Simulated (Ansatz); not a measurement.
Si:
```xyz
34
Lattice="0.0000 7.3439 7.3439 7.3439 0.0000 7.3439 7.3439 7.3439 0.0000" Properties=species:S:1:pos:R:3 pbc="T T T"
Si     7.3439     7.3439     7.3439
Si    11.0158    11.0158    11.0158
Si     5.7207     5.7207     5.7207
Si    12.6389     9.3926     9.3926
Si     8.9670     8.9670     5.7207
Si     9.3926    12.6389     9.3926
Si     5.7207     8.9670     8.9670
Si    12.6389    12.6389    12.6389
Si     8.9670     5.7207     8.9670
Si     9.3926     9.3926    12.6389
Si    11.0634     8.2074     8.2074
Si    10.1522     7.3914     4.5355
Si     3.6243     6.4803     8.2074
Si     4.5355     7.2963     4.5355
Si    11.0634     6.4803     6.4803
Si    10.1522     7.2963    10.1522
Si     3.6243     8.2074     6.4803
Si     4.5355     7.3914    10.1522
Si     8.2074    11.0634     8.2074
Si     4.5355    10.1522     7.3914
Si     8.2074     3.6243     6.4803
Si     4.5355     4.5355     7.2963
Si     6.4803    11.0634     6.4803
Si    10.1522    10.1522     7.2963
Si     6.4803     3.6243     8.2074
Si    10.1522     4.5355     7.3914
Si     8.2074     8.2074    11.0634
Si     7.3914     4.5355    10.1522
Si     6.4803     8.2074     3.6243
Si     7.2963     4.5355     4.5355
Si     6.4803     6.4803    11.0634
Si     7.2963    10.1522    10.1522
Si     8.2074     6.4803     3.6243
Si     7.3914    10.1522     4.5355
```

Relaxed with r²SCAN.

Problem. Tabulate the valence density and the electron localisation function along the shortest Si–Si contact (2.30 Å), the program Ansatz at the r²SCAN level (PAW).

Solution. 

```
distance from Si (Å)  density (e/Å³)   ELF
--------------------  --------------  ----
0.23                            0.16  0.47
0.35                            0.22  0.43
0.46                            0.31  0.53
0.58                            0.42  0.71
0.69                            0.52  0.84
0.81                            0.58  0.91
0.92                            0.61  0.94
1.04                            0.61  0.94
1.15                            0.61  0.94
1.27                            0.61  0.94
1.38                            0.60  0.92
1.50                            0.57  0.88
1.61                            0.50  0.78
1.73                            0.41  0.62
1.84                            0.30  0.43
1.96                            0.21  0.34
2.07                            0.15  0.38
```

The density is the valence pseudo-density with augmentation charge, so density and ELF within about 1 Å of a nucleus are not all-electron values.

Space group Fd-3m. The workflow started from a Materials Project entry (that database holds measured and hypothetical structures alike). Its sites differ from those of the usual phase in this space group: another stacking or structure type. The cell was relaxed with r²SCAN under the symmetry of its start; whether a distortion lowers the energy is not shown.

Potentials: the earlier of the program's two PAW sets.
